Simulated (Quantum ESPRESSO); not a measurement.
```
CsAgCl2
1.0
    5.06837     0.00000     0.00000
    0.00000     5.06837     0.00000
    0.00000     0.00000     9.85873
Cl Ag Cs
4 2 2
Cartesian
  0.00000   2.53418   6.36164
  2.53418   0.00000   3.49709
  2.53418   2.53418   0.00000
  0.00000   0.00000   0.00000
  0.00000   2.53418   8.88341
  2.53418   0.00000   0.97532
  2.53418   0.00000   6.94764
  0.00000   2.53418   2.91109
```

The geometry is that of Materials Project entry mp-567558, symmetrised and not relaxed again.

What does LDA (Quantum ESPRESSO, PseudoDojo norm-conserving, 86 Ry, scalar-relativistic) give for the electronic structure near the Fermi level?

The LDA gap is indirect, 1.94 eV, from M to Γ; the smallest direct gap is 2.26 eV. Spin-orbit splittings are left out.

The structure is a Materials Project entry; no match was found in the copy of COD used, and its stability was not checked.
